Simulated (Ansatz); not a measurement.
I (molecular I2 type), relaxed with r²SCAN (Ansatz, a first-principles code, plane waves, PAW): a = 7.742 Å, b = 4.635 Å, c = 9.857 Å, α = 90.00°, β = 90.00°, γ = 90.00°.

| Property | Value |
|---|---|
| gap (eV) | 1.24 |

Question: The same phase is relaxed and computed with LDA in the same code. What are the cell and these values now?

Answer: a = 7.152 Å, b = 4.324 Å, c = 9.530 Å, α = 90.00°, β = 90.00°, γ = 90.00°.

- gap (eV): 0.68

Weakly bound layers, chains or molecules computed without a dispersion correction, so cells and soft constants are ill determined: I, molecular I2 type with r²SCAN; I, molecular I2 type with LDA. All cells were relaxed under the symmetry of their starts (and spin orders); stability against distortions was not tested throughout. Scalar-relativistic: spin–orbit coupling is off unless named, which matters more the heavier the elements.

Potentials: the earlier of the program's two PAW sets. The files were generated under PBE; for other functionals the program regenerates the frozen cores, and for LDA and PBEsol the local potential too.

Ansatz is a plane-wave DFT program.
